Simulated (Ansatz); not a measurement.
BaSrTi₂O₆ in space group Fm-3m (No. 225; Sr on 4a, Ti on 8c, O on 24d, Ba on 4b), a = 7.905 Å, b = 7.905 Å, c = 7.905 Å, α = 90.00°, β = 90.00°, γ = 90.00°; the cell used has 10 atoms.

Relaxed with r²SCAN. DFT-r²SCAN in the program Ansatz with PAW potentials gives a gap of 2.21 eV.

Problem. What gap does HSE06 give on the same cell (Ansatz, PAW)?

Solution. 3.27 eV, 1.06 eV more. The hybrid was solved on a coarser mesh and at special points; its gap is the smallest among all of these.

```
k  v1 r²SCAN  c1 r²SCAN  v1 HSE06  c1 HSE06
-  ---------  ---------  --------  --------
Γ       0.00       2.21      0.00      3.27
X      -0.07       2.35         …         …
L      -0.57       3.64         …         …
W      -0.50       3.24         …         …
K      -0.26       2.86         …         …
```

Problem. Top valence (v1) and lowest conduction level (c1) in eV from each method's valence maximum (which need not be a listed point): supply the withheld HSE06 values.

Solution. 
- K, v1 HSE06: -0.28
- K, c1 HSE06: 4.00
- X, v1 HSE06: -0.07
- X, c1 HSE06: 3.44
- L, v1 HSE06: -0.59
- L, c1 HSE06: 4.87
- W, v1 HSE06: -0.52
- W, c1 HSE06: 4.41

Cost on shared cores: the r²SCAN run (SCF on a 6×6×6 mesh, then bands and DOS) about 2.0 core-minutes (a rough figure), the HSE06 run (SCF on 4×4×4, then a few points) roughly 8 core-minutes; the tasks are unlike.

The start of the workflow was typed in or built on a structure type; neither database checked (COD, Materials Project) lists it. Whether it is the stable phase at ambient conditions was not checked. The cell was relaxed with r²SCAN under the symmetry of its start; its stability against distortions is not shown here. The workflow began spin-polarised and lost its moments. Spin–orbit coupling is left out wherever it is not named.

Potentials: the later of the program's two PAW sets.
